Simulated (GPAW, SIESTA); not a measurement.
# Equation of state of PdGe3 under PBEsol

The structure is cubic, space group Pm-3m (No. 221). The conventional cell has a = 4.142 Å, b = 4.142 Å, c = 4.142 Å, α = 90.00°, β = 90.00°, γ = 90.00°. Pd (site symmetry m-3m) has 12 Ge at 2.93 Å as nearest neighbours. Ge (site symmetry 4/mmm) is surrounded by 4 Pd at 2.93 Å and 8 Ge at 2.93 Å.

The cell comes from a database or a generator and needn't be the stable form of this composition.

The cell was scaled at fixed shape and fractions and run with SIESTA, files PseudoDojo sr-pbesol-0.4.1-standard, DZP (energy shift 0.003 Ry; two zetas on semicore shells); PBEsol, k mesh 7 × 7 × 7 on the cell of 4 atoms, fermi-dirac occupations of 0.05 eV, no spin polarisation, no spin-orbit coupling. Energies are those that the program minimises, any entropy of the smearing included. For a metal such a mesh isn't converged to the digits shown.

```tsv
V (Å³/atom)	energy over the lowest row (meV/atom)
16.6996	2.77
17.0549	0.00
17.4102	2.01
17.7655	?
18.1208	16.41
18.4761	29.20
18.8314	44.38
```

Task: Fit the third-order Birch-Murnaghan form, give V0, B0 and B′, and predict the energy left open.

Result: With y = (V0/V)^(2/3), E = E0 + (9 V0 B0/16) [(y - 1)³ B′ + (y - 1)² (6 - 4y)]. Least squares through the rows shown give V0 = 17.0871 Å³/atom, E0 = 0.12 meV, B0 = 92.26 GPa (1 eV/Å³ = 160.218 GPa) and B′ = 3.47, with a largest miss of 0.20 meV, so B0 and B′ are loose. At V = 17.7655 the form with these constants gives 7.44 meV; the run gave 7.33 meV an atom. Other set-ups at this level, from all their volumes (Å³/atom, GPa): GPAW, PAW data sets generated for this functional: V0 16.859, B0 103.9.
